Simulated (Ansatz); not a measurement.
The cell is KCdCO3F (from a published structure); cell and atoms were relaxed with r2SCAN. The symmetry is P-6m2 (No. 187, hexagonal); a = 5.042 Å, c = 4.424 Å in the conventional setting, 13.91 Å³ an atom. Around K lie 6 O at 2.75 Å and 3 F at 2.91 Å; around Cd lie 2 F at 2.21 Å and 6 O at 2.53 Å; around C lie 3 O at 1.28 Å; around O lie 1 C at 1.28 Å and 2 Cd at 2.53 Å and 2 K at 2.75 Å; around F lie 2 Cd at 2.21 Å and 3 K at 2.91 Å.

```cif
data_structure
_symmetry_space_group_name_H-M 'P-6m2'
_symmetry_Int_Tables_number 187
_cell_length_a 5.0419
_cell_length_b 5.0419
_cell_length_c 4.4241
_cell_angle_alpha 90.000
_cell_angle_beta 90.000
_cell_angle_gamma 120.000
_cell_volume 97.40
loop_
_atom_site_label
_atom_site_type_symbol
_atom_site_symmetry_multiplicity
_atom_site_Wyckoff_symbol
_atom_site_fract_x
_atom_site_fract_y
_atom_site_fract_z
_atom_site_occupancy
K1 K 1 a 0.00000 0.00000 0.00000 1
Cd1 Cd 1 f 0.66667 0.33333 0.50000 1
C1 C 1 d 0.33333 0.66667 0.50000 1
O1 O 3 k 0.18641 0.37283 0.50000 1
F1 F 1 e 0.66667 0.33333 0.00000 1
```

The questions ask for values computed with Ansatz on this geometry. Non-magnetic calculation; the starting structure is a published one, and the numbers are computed.

Given (6×6×6 mesh): PBE gives an indirect gap of 2.026 eV, from A to Γ; the least direct gap is 2.031 eV at Γ. Least and direct gap differ so little that the kind isn't settled.

(1) How does the gap change from PBE to PBE+SOC (6×6×6)?

(2) Estimate the gap with r2SCAN on 6×6×6.

(3) What does HSE06 give for the gap (6×6×6 mesh)?

(4) What are ε∞ and the Born charges with r2SCAN?

Results:

(1) With PBE+SOC the valence top lies at A and the conduction bottom at Γ, 2.027 eV higher; the smallest vertical gap, at Γ, is 2.032 eV. Least and direct gap differ so little that the kind isn't settled. The gap differs by 0.00 eV from PBE's.

(2) r2SCAN gives an indirect gap of 2.678 eV, from A to Γ; the least direct gap is 2.682 eV at Γ. Least and direct gap differ so little that the kind isn't settled. The gap differs by +0.65 eV from PBE's.

(3) With HSE06 the valence top lies at A and the conduction bottom at Γ, 3.84 eV higher; the smallest vertical gap, at Γ, is 3.85 eV. Least and direct gap differ so little that the kind isn't settled. The gap differs by +1.81 eV from PBE's.

(4) The electronic dielectric tensor ε∞ is 2.78 along x and y, 2.32 along z. Born charges, averaged over directions: K +1.20, Cd +2.52, C +1.99, O -1.50, F -1.22 e.

Only the levels marked +SOC include spin-orbit coupling.

The meshes of the hybrids are coarse, so their gaps aren't converged to the digits shown.
